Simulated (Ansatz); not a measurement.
ZrRh3:
Space group I4/mmm (No. 139); a = 3.9348 Å, b = 3.9348 Å, c = 7.7605 Å, α = 90.00°, β = 90.00°, γ = 90.00°

```json
[
 {"atom": "Rh", "site": "2b", "symmetry": "4/mmm", "x": "0.0000", "y": "0.0000", "z": "0.5000"},
 {"atom": "Rh", "site": "4d", "symmetry": "-4m2", "x": "0.0000", "y": "0.5000", "z": "0.2500"},
 {"atom": "Zr", "site": "2a", "symmetry": "4/mmm", "x": "0.0000", "y": "0.0000", "z": "0.0000"}
]
```
(The calculation used a cell of 4 atoms; values per cell refer to that cell.)

This is the PBEsol-relaxed structure.

All from PBEsol in the plane-wave PAW code Ansatz, unless another level is named. Give the density of states at the Fermi level.

0.98 states/eV per atom (mean over ±0.08 eV).

And the formation energy from the elements (no fitted shifts)?

-0.56 eV/atom.

The cell is a constructed one: a structure type filled with these elements; neither database checked (COD, Materials Project) lists it. COD files the formula under space group No. 221. Its standing as an ambient phase is unchecked. The cell was relaxed with PBEsol under the symmetry of its start; its stability against distortions is not shown here. No spin polarisation was allowed. Axis ratios of metals converge slowly with the k-mesh, so a and c are less sure than the volume. The references are the lowest solids computed at this level, not always the standard phases. Scalar-relativistic: spin–orbit coupling is off unless named, which matters more the heavier the elements.

Potentials: the earlier of the program's two PAW sets. The files were generated under PBE; for other functionals the program regenerates the frozen cores, and for LDA and PBEsol the local potential too.
